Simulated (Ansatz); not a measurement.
input.yaml

```yaml
crystal:
  lattice:
    - [6.7715033979, 0.0, 0.0]
    - [0.0, 6.7715033979, 0.0]
    - [0.0, 0.0, 6.7715033979]
  atoms:
    - { symbol: Si, position: [0.5, 0.5, 0.5] }
    - { symbol: Si, position: [0.0, 0.0, 0.0] }
    - { symbol: C, position: [0.75, 0.25, 0.25] }
    - { symbol: C, position: [0.25, 0.25, 0.75] }
    - { symbol: C, position: [0.75, 0.75, 0.75] }
    - { symbol: C, position: [0.25, 0.75, 0.25] }
    - { symbol: "N", position: [0.1460517157, 0.8539482843, 0.1460517157] }
    - { symbol: "N", position: [0.6460517157, 0.6460517157, 0.6460517157] }
    - { symbol: "N", position: [0.8539482843, 0.8539482843, 0.8539482843] }
    - { symbol: "N", position: [0.3539482843, 0.6460517157, 0.3539482843] }
    - { symbol: "N", position: [0.3539482843, 0.3539482843, 0.6460517157] }
    - { symbol: "N", position: [0.6460517157, 0.3539482843, 0.3539482843] }
    - { symbol: "N", position: [0.1460517157, 0.1460517157, 0.8539482843] }
    - { symbol: "N", position: [0.8539482843, 0.1460517157, 0.1460517157] }
basis:
  ecutwfc: 500
kpoints:
  mp_grid: { grid: [4, 4, 4] }
hamiltonian:
  xc: r2scan
scf:
  occupations: { method: gaussian, width: 0.02 }
output:
  forces: true
  stress: true
  eigenvalues: true
relax:
  adjacent_minimum: "off"
  f_tol: 0.01
  max_steps: 30
```

Run as
```bash
ansatz run input.yaml --threads 4 --pin off --max-ram 10240MiB --backend cpu --events-out ev --progress --plain --runs-dir out
```

These are results of DFT r2SCAN, scalar-relativistic, plane waves, PAW in Ansatz, not measurements.

Abridged output (final results; tables in files aren't shown):

```
SCF 5 converged in 2 iterations: F = -5365.932258 eV  dr2 = 3.93e-9
SCF converged after 2 iterations
Free energy (F): -5365.932258 eV
Harris-Foulkes:  -5365.932258 eV  (|F-HF|=8.20e-9)
Internal energy: -5365.932258 eV  (E = F + TS)
E sigma→0 (E₀):  -5365.932258 eV
Fermi energy:    1.019742 eV
--- Per-component energies (eV) ---
  E_band       = -604.157766
  E_kinetic    = 1492.774348
  E_local      = -5014.235496  (includes V_loc(G=0)·N_el)
  E_nonlocal   = 516.053736
  E_hartree    = 1778.399446
  E_xc         = -752.946215
  E_vxc        = -1023.464202  (∫ρ·V_xc dr)
  E_paw        = -2479.004194  (= ΣΔE_a)
  E_vpaw       = -196.320770  (= ΣTr[D̂ρ^β])
  E_aug_tail   = 0.000198  (compensation charges beyond the density's cutoff)
  E_vtau       = 64.236818  (kinetic-family band-sum trace: ∫τ·v_τ [+ j·A + Jᵃ·Aᵃ] dr)
  E_ewald      = -906.485604
  E_core_change = -0.488478  (= ΣΔE_core)
  E_smearing   =  0.000000  (= −TS)
--- Forces (eV/Å), atoms counted from 1 ---
  atom   1  Si     0.00000000     0.00000000     0.00000000
  atom   2  Si     0.00000000     0.00000000     0.00000000
  atom   3  C      0.00000000     0.00000000     0.00000000
  atom   4  C      0.00000000     0.00000000     0.00000000
  atom   5  C      0.00000000     0.00000000     0.00000000
  atom   6  C      0.00000000     0.00000000     0.00000000
  atom   7  N      0.00036226    -0.00036226     0.00036226
  atom   8  N      0.00036226     0.00036226     0.00036226
  atom   9  N     -0.00036226    -0.00036226    -0.00036226
  atom  10  N     -0.00036226     0.00036226    -0.00036226
  atom  11  N     -0.00036226    -0.00036226     0.00036226
  atom  12  N      0.00036226    -0.00036226    -0.00036226
  atom  13  N      0.00036226     0.00036226    -0.00036226
  atom  14  N     -0.00036226     0.00036226     0.00036226
--- Stress (GPa, compression-positive) ---
       -5.784890       0.000000       0.000000
        0.000000      -5.784890       0.000000
        0.000000       0.000000      -5.784890
  P = ⅓ Tr σ = -5.7849 GPa (-57.849 kbar)
--- Band table (eV; the first three rows and the last of 10) ---
  k-point 0: bands = ["-20.5486", "-20.1867", "-20.1867", "-20.1867", "-18.9717", "-18.2713", "-18.2713", "-18.2713", "-13.2284", "-11.9517", "-9.9196", "-9.9196", "-9.9196", "-8.8279", "-8.8279", "-8.8279", "-6.2043", "-6.2043", "-5.9530", "-5.9530", "-5.9530", "-5.6184", "-5.6184", "-5.6184", "-2.9806", "-2.9806", "-2.9806", "-2.7622", "-2.7622", "-1.3297", "-1.3297", "-1.3297", "3.5486", "3.5486", "3.5486", "3.6912", "4.6159", "4.6159", "6.4527", "6.6394", "6.6394", "6.6394", "6.7316", "6.7316", "6.7316", "7.3323"]
  k-point 1: bands = ["-20.5078", "-20.2580", "-20.1866", "-20.1866", "-18.8562", "-18.3678", "-18.2713", "-18.2713", "-13.0733", "-12.1965", "-9.9274", "-9.9274", "-9.6943", "-8.9472", "-8.8116", "-8.8116", "-6.1776", "-6.1350", "-6.0010", "-5.9458", "-5.9458", "-5.7268", "-5.6740", "-5.6740", "-2.9365", "-2.7974", "-2.7974", "-2.7804", "-2.5519", "-1.5519", "-1.5239", "-1.5239", "3.5811", "3.7881", "3.7881", "4.0413", "4.3612", "4.9161", "5.8769", "6.0566", "6.0566", "6.3332", "6.6477", "7.1159", "7.1159", "7.4543"]
  k-point 2: bands = ["-20.3967", "-20.3967", "-20.1866", "-20.1866", "-18.6039", "-18.6039", "-18.2714", "-18.2714", "-12.6723", "-12.6723", "-9.9350", "-9.9350", "-9.2753", "-9.2753", "-8.7953", "-8.7953", "-6.0998", "-6.0998", "-5.9493", "-5.9493", "-5.9347", "-5.9347", "-5.7313", "-5.7313", "-2.8456", "-2.8456", "-2.5448", "-2.5448", "-2.0579", "-2.0579", "-1.7871", "-1.7871", "3.8904", "3.8904", "4.1017", "4.1017", "4.8225", "4.8225", "5.6024", "5.6024", "5.6217", "5.6217", "7.1622", "7.1622", "7.4078", "7.4078"]
  k-point 9: bands = ["-20.5383", "-20.1900", "-20.1900", "-20.1900", "-18.9744", "-18.2709", "-18.2709", "-18.2709", "-13.2265", "-11.9534", "-9.9176", "-9.9176", "-9.9176", "-8.8381", "-8.8381", "-8.8381", "-6.0841", "-6.0841", "-6.0841", "-6.0689", "-6.0689", "-5.5779", "-5.5779", "-5.5779", "-2.9095", "-2.9095", "-2.9095", "-2.7771", "-2.7771", "-1.3486", "-1.3486", "-1.3486", "3.4432", "3.4432", "3.4432", "4.6295", "4.6295", "5.9378", "5.9378", "5.9378", "6.1365", "6.5610", "6.5610", "6.5610", "6.6575", "6.6575"]
--- Relaxed structure (4 steps of the walk, 4 accepted, 0 SCFs on fresh bases) ---
  F+E_penalty+E_count = -5365.93225825 eV   max|allowed force component| = 3.533e-4 eV/Å
  atoms:
    - { symbol: Si, position: [0.49999999, 0.49999999, 0.49999999] }
    - { symbol: Si, position: [0.0, 0.0, 0.0] }
    - { symbol: C, position: [0.75, 0.24999999, 0.24999999] }
    - { symbol: C, position: [0.24999999, 0.24999999, 0.75] }
    - { symbol: C, position: [0.75, 0.75, 0.75] }
    - { symbol: C, position: [0.24999999, 0.75, 0.24999999] }
    - { symbol: N, position: [0.14644563, 0.85355436, 0.14644563] }
    - { symbol: N, position: [0.64644563, 0.64644563, 0.64644563] }
    - { symbol: N, position: [0.85355436, 0.85355436, 0.85355436] }
    - { symbol: N, position: [0.35355436, 0.64644563, 0.35355436] }
    - { symbol: N, position: [0.35355436, 0.35355436, 0.64644563] }
    - { symbol: N, position: [0.64644563, 0.35355436, 0.35355436] }
    - { symbol: N, position: [0.14644563, 0.14644563, 0.85355436] }
    - { symbol: N, position: [0.85355436, 0.14644563, 0.14644563] }
```

The relaxation met its thresholds.

The run took 45 s on 4 threads of Intel(R) Xeon(R) Processor @ 2.50GHz (Skylake/Cascade Lake), with other jobs on the host, peak memory 1.3 GiB.